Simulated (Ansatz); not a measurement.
## AlGaN2 (P-4m2), clamped-ion strain scan

Level of theory: DFT r2SCAN, scalar-relativistic, plane waves, PAW in Ansatz. Settings: plane waves to 500 eV, k-mesh 8×8×6 (Γ-centred), Gaussian smearing 0.05 eV. No spin polarisation. Energies are free energies at this smearing, counted from the undisturbed cell; pressure is positive in compression.

The starting cell (as given, not relaxed at this level; it stands at -0.4 GPa, and it needn't be the usual structure):

```yaml
crystal:
  lattice:
    - [3.14088, 0.00000, 0.00000]
    - [0.00000, 3.14088, 0.00000]
    - [0.00000, 0.00000, 4.42384]
  atoms:
    - { symbol: Al, position: [0.50000, 0.50000, 0.50000] }
    - { symbol: Ga, position: [0.00000, 0.00000, 0.00000] }
    - { symbol: N, position: [0.50000, 0.00000, 0.73826] }
    - { symbol: N, position: [0.00000, 0.50000, 0.26174] }
```

The cell is strained by ε times the Voigt pattern (1, 1, 0, 0, 0, 0) (xx, yy, zz, yz, xz, xy; engineering shear) with fractional coordinates fixed.

```csv
ε,ΔE (meV/atom)
-0.0200,11.9
-0.0150,6.4
-0.0100,2.7
-0.0050,0.5
0.0000,0.0
0.0050,1.0
0.0100,3.5
0.0150,7.5
0.0175,10.0
0.0200,12.9
```

Q: Predict the gap on the mesh (eV) at each point.

A:
```tsv
ε	gap on the mesh (eV)
-0.0200	3.63
-0.0150	3.56
-0.0100	3.49
-0.0050	3.42
0.0000	3.35
0.0050	3.28
0.0100	3.21
0.0150	3.14
0.0175	3.11
0.0200	3.07
```